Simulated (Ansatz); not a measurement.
The relaxed structure here is a generated cell of CsPbBr3: the first start was made by placing the elements on the sites of a structure type, and the end was not matched to a known phase here, so it may be hypothetical. Known forms of CsPbBr3 include space group No. 62, 221.

A relaxed structure of CsPbBr3. Space group R3c (No. 161). These are PBE (plane waves to 420 eV, PAW, scalar-relativistic; Ansatz, a quantum-chemistry and plane-wave program) values and carry that method's errors.

```cif
data_Br18Cs6Pb6
_chemical_formula_sum 'Cs6 Pb6 Br18'
_space_group_name_H-M_alt 'R3c :H'
_space_group_IT_number 161
_space_group_name_Hall 'R 3 -2"c'
_cell_length_a 8.50278
_cell_length_b 8.50278
_cell_length_c 20.29757
_cell_angle_alpha 90.000
_cell_angle_beta 90.000
_cell_angle_gamma 120.000
loop_
_atom_site_label
_atom_site_type_symbol
_atom_site_symmetry_multiplicity
_atom_site_Wyckoff_symbol
_atom_site_fract_x
_atom_site_fract_y
_atom_site_fract_z
_atom_site_occupancy
Cs1 Cs 6 a 0.00000 0.00000 0.26587 1
Pb1 Pb 6 a 0.00000 0.00000 0.00995 1
Br1 Br 18 b 0.10361 0.33659 0.09149 1
```
(The calculation used a cell of 10 atoms; values per cell refer to that cell.)

Q: What band gap does PBE give?

A: 2.09 eV, direct at Γ (no spin-orbit coupling).

No spin polarisation in the result. Spin-orbit coupling is missing; with elements this heavy it can move band edges by tenths of an eV or more.

The run could not lose the symmetry of its start, so the end can be a saddle point.
